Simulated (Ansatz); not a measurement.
**AlPd4: start and end of a relaxation**

The cell of AlPd4 is invented: random cell by space group and Wyckoff sites (P-43m, No. 215). The dimensions are guesses.

start:

Space group P-43m (No. 215). a = 3.766 Å, b = 3.766 Å, c = 3.766 Å, α = 90.00°, β = 90.00°, γ = 90.00°
| atom | site | symmetry | x | y | z |
| --- | --- | --- | --- | --- | --- |
| Al | 1a | -43m | 0.0000 | 0.0000 | 0.0000 |
| Pd | 4e | .3m | 0.6700 | 0.6700 | 0.6700 |

Computed with DFT PBE, scalar-relativistic, plane waves, PAW (Ansatz 0.2.0). Cutoff 420 eV, Gaussian smearing, Γ-centred meshes. Cell and atoms relax first on a coarse mesh and then on a finer one. In between, the cell is made exact in the group found at 0.06 Å. In metals the finer mesh still leaves noise of several meV/atom or more. The steps can't lower the symmetry of their start. No spin polarisation in the relaxation; trial moments died out in a coarse test.

end:

Space group P-43m (No. 215). a = 4.484 Å, b = 4.484 Å, c = 4.484 Å, α = 90.00°, β = 90.00°, γ = 90.00°
| atom | site | symmetry | x | y | z |
| --- | --- | --- | --- | --- | --- |
| Al | 1a | -43m | 0.0000 | 0.0000 | 0.0000 |
| Pd | 4e | .3m | 0.7118 | 0.7118 | 0.7118 |

The symmetry stays P-43m (No. 215). The volume per atom grows by 68.9 %, from 10.7 to 18.0 Å³. The shortest distance goes from 1.81 Å (Pd–Pd) to 2.24 Å (Al–Pd). The energy falls by about 9.7 eV/atom (the start's value is from the coarse mesh).

| Property | Result |
| --- | --- |
| Volume per atom | 18.04 Å³ |
| Density | 8.33 g/cm³ |
| Energy over the elements | +0.16 eV/atom |
| Gap on the 8×8×8 mesh of the 5-atom cell | 0 eV (a metal) |

The zero of energy is the elements' standard structures at the same level; no fitted shifts are applied. A positive value: parting into the elements would lower its energy.

The last run used Gaussian smearing of 0.10 eV. A structure relaxed within its symmetry needn't be a true minimum. In all, the 3 runs took 92 s on 1 thread of Arm Neoverse V1 (shared host). Another cell of AlPd4 relaxed alike, in P-3m1, lies 0.51 eV/atom lower, so this cell isn't the stable form at this level.
